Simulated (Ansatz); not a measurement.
The relaxed structure here is a generated cell of MoRu: the first start was made by placing the elements on the sites of a structure type, and the end was not matched to a known phase here, so it may be hypothetical.

A relaxed cell of MoRu (Cmmm (No. 65)), relaxed on a k-mesh at least as fine as the one used below. The numbers are results of PBE (plane waves to 420 eV, PAW, scalar-relativistic; Ansatz, a quantum-chemistry and plane-wave program), not measurements. Γ-centred k-mesh 7×4×11 on the run's cell (coarser than for final values), Fermi–Dirac smearing 0.05 eV.

```
CELL_PARAMETERS angstrom
      3.06151    -3.37344     0.00000
      6.12301     6.74687     0.00000
      0.00000     0.00000     2.87448
ATOMIC_POSITIONS crystal
  Ru 0.78641 0.10680 0.50000
  Ru 0.78641 0.60680 0.50000
  Ru 0.21359 0.39320 0.50000
  Ru 0.21359 0.89320 0.50000
  Mo 0.29404 0.14702 0.00000
  Mo 0.29404 0.64702 0.00000
  Mo 0.70596 0.35298 0.00000
  Mo 0.70596 0.85298 0.00000
```

Every atom was then displaced, and the forces became (eV/Å):

```tsv
atom	Fx	Fy	Fz
Ru1	-1.31	0.41	0.64
Ru2	-0.21	0.42	-0.74
Ru3	0.26	-0.93	0.68
Ru4	-0.99	-0.29	-1.45
Mo5	1.24	-0.38	-0.07
Mo6	-0.14	0.11	0.08
Mo7	-0.67	0.83	0.23
Mo8	1.82	-0.16	0.64
```

Task: Which atom was moved farthest relative to the others, and in which direction?

Result: Ru4, by (0.06, 0.04, 0.21) Å (0.22 Å, mean shift removed); the next is Ru1 with 0.16 Å. Its force makes an angle of 161° with its move.

All displacements (Å):

```csv
atom,ux,uy,uz
Ru1,0.136,-0.056,-0.137
Ru2,0.013,-0.027,0.057
Ru3,0.012,0.041,-0.162
Ru4,0.067,0.023,0.171
Mo5,-0.046,-0.021,-0.017
Mo6,-0.039,-0.029,-0.032
Mo7,0.042,-0.095,-0.164
Mo8,-0.111,0.012,-0.031
```

Task: Estimate the energy cost of the displacement in the harmonic approximation and compare with the calculation.

Result: For a harmonic well ΔE = −½ Σ F·u = 0.614 eV a cell, or 77 meV/atom. The calculated energy relative to the undisplaced cell is +0.08 eV/atom, so the harmonic estimate holds well.

No spin polarisation in the result.

The run that gave the undisplaced cell could not lose the symmetry of its start; a randomly shaken copy of 8 atoms returns to this structure.
